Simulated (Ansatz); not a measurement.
Method: DFT PBE, scalar-relativistic, plane waves, PAW (Ansatz). All cells share a 420 eV cutoff and Γ-centred k meshes spaced about 0.3 Å⁻¹ or finer (0.25 for metals, 2π included). No spin polarisation in the final relaxations.

These are static total energies at zero pressure. All come from trial cells, and lower structures may exist.

Problem. Which of these relaxed structures of La₂SnO₄ is the lowest in energy?
A. Space group I4/mmm (No. 139), tetragonal, a = 4.288 Å, c = 12.701 Å. La has 4 O at 2.44 Å, 4 O at 2.94 Å and 4 Sn at 3.64 Å; Sn is surrounded by 4 O at 2.14 Å and 8 La at 3.64 Å; O on a site of symmetry mmm has 2 Sn at 2.14 Å and 4 La at 2.94 Å; around O on a site of symmetry -4m2 lie 4 La at 2.44 Å.
B. Space group R-3m (No. 166), trigonal, a = 3.886 Å, c = 27.219 Å. La has 4 O at 2.35–2.48 Å, 3 O at 2.70 Å and 3 Sn at 3.70 Å; around Sn lie 6 O at 2.67 Å, 2 O at 3.64 Å and 6 La at 3.70 Å; O on its first site has 4 La at 2.35–2.48 Å; O on its second site is surrounded by 3 Sn at 2.67 Å and 3 La at 2.70 Å.
C. Space group I4mm (No. 107), tetragonal, a = 4.092 Å, c = 14.578 Å. Around La on its first site lie 8 O at 2.51–2.57 Å and 4 Sn at 3.76 Å; La on its second site is surrounded by 4 O at 2.31 Å and 4 Sn at 3.73 Å; Sn has 4 O at 2.22 Å and 8 La at 3.73–3.76 Å; O on its first site has 2 Sn at 2.22 Å, 2 La at 2.57 Å and 5 O at 2.89–3.00 Å; 1 more site not described.

Solution. C. It has space group I4mm (No. 107); the next, B, with space group R-3m (No. 166), lies 90 meV/atom higher. Counting O atoms around La and Sn (those within 1.25 times the shortest such distance or 1.15 times the sum of covalent radii, 1.27 where that leaves under three; the shortest distance is added where it exceeds 1.18 times the sum of covalent radii; a slash parts the counts of unlike sites), the lowest has La 4/8, Sn 4 and the next has La 7, Sn 6 from 2.7 Å.

With atoms moved at random, R-3m (by 79 meV/atom) fell into a lower structure; I4mm came back. Without a clear test, and held by symmetry: I4/mmm. Some candidate types were left out of the draw beforehand, so a known form may be missing.
